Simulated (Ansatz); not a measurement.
Mg2SeS:
Space group P-4m2 (No. 115); a = b = 4.0989 Å, c = 5.7845 Å, α = β = γ = 90.00°

```csv
atom,site,symmetry,x,y,z
Mg,2g,2mm.,0.0000,0.5000,0.2631
Se,1b,-4m2,0.5000,0.5000,0.0000
S,1d,-4m2,0.0000,0.0000,0.5000
```

Relaxed with PBEsol. 

Problem. HSE06 on this cell (Ansatz, a first-principles code, PAW) gives a gap of 3.84 eV. What does PBEsol give?

Solution. 2.71 eV.

Cost on shared cores: the PBEsol run (SCF on a 7×7×5 mesh, then bands and DOS) around 40 core-seconds (rough), the HSE06 run (SCF on 5×5×4, then a few points) very roughly 2.8 core-minutes; the tasks are unlike.

The first step of the workflow began from a Materials Project structure, measured or hypothetical; the Crystallography Open Database copy checked does not list it. Its standing as an ambient phase is unchecked. Symmetry was held in the PBEsol relaxation; of distortions, only those at the zone centre were tested. Scalar-relativistic: spin–orbit coupling is off unless named, which matters more the heavier the elements.

Potentials: the later of the program's two PAW sets.

Ansatz is a plane-wave DFT program.
